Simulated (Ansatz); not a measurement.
Bi, DFT, PBEsol, PAW with Ansatz's default frozen-core files, scalar-relativistic (Ansatz 0.2.0), run on 1 thread of Intel(R) Xeon(R) Platinum 8488C (Sapphire Rapids) on a shared host.

The cell comes from COD entry 9011614, which wasn't checked; take it as a given geometry. The listed cell was then made from it by scaling, straining or moving an atom.

Command: `ansatz run input.yaml --threads 1 --pin off --max-ram 3072MiB --backend cpu --events-out ev --progress --plain --runs-dir out`

```yaml
crystal:
  lattice:
    - [4.5390002997, 0.045390003, 0.045390003]
    - [-2.2301912542, 3.9081945659, 0.0166138942]
    - [0.11829, 0.11829, 11.829]
  atoms:
    - { symbol: Bi, position: [0.3333333333, 0.6666666667, 0.25] }
    - { symbol: Bi, position: [0.6666666667, 0.3333333333, 0.75] }
kpoints:
  mp_grid: { grid: [9, 9, 3] }
scf:
  occupations: { method: fermi_dirac, width: 0.08 }
hamiltonian:
  xc: pbesol
  pseudopotentials: { kind: paw }
output:
  forces: true
  stress: true
  eigenvalues: true
  efg: { contact_densities: true }
  write_density: true
  write_potential: true
  elf: true
  volumetric_format: npy
```

Problem. How large is the problem that the program sets up?

Solution. 122 irreducible k-points, 4133 plane waves at Γ, 19 bands.

Problem. About how long does it take, and how much memory does it use?

Solution. 28 s of wall time for 7 SCF iterations, with a peak of 0.73 GiB. Times on shared machines scatter by tens of per cent.

Problem. And the same cell and mesh by crystal-made all-electron datasets, asked for forces, stress, eigenvalues, efg, on the same hardware?

Solution. 30 s, peak memory 0.94 GiB.
